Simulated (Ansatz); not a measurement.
Ru:
Space group P6₃/mmc (No. 194); a = 2.705 Å, b = 2.705 Å, c = 4.266 Å, α = 90.00°, β = 90.00°, γ = 120.00°

| atom | site | symmetry | x | y | z |
|---|---|---|---|---|---|
| Ru | 2c | -6m2 | 0.3333 | 0.6667 | 0.2500 |

Relaxed at zero pressure with r²SCAN in the plane-wave PAW code Ansatz.

The volume is raised by 3 % and shape and atoms relax at that volume. What pressure results, and how do the axes share the change?

-9.3 GPa; a 1.0 %, b 1.0 %, c 0.9 %; the energy rises by 12 meV/atom.

Give the new structure.


Space group P6₃/mmc (No. 194); a = 2.733 Å, b = 2.733 Å, c = 4.304 Å, α = 90.00°, β = 90.00°, γ = 120.00°

```
atom  site  symmetry       x       y       z
----  ----  --------  ------  ------  ------
Ru      2c      -6m2  0.3333  0.6667  0.2500
```

The phase is kept; no other phase was compared at this pressure.

Space group P6_3/mmc (hcp (Mg type)). Symmetry was held in the r²SCAN relaxation; of distortions, only those at the zone centre were tested. The run is not spin-polarised. Axis ratios of metals converge slowly with the k-mesh, so a and c are less sure than the volume.

Potentials: the earlier of the program's two PAW sets.
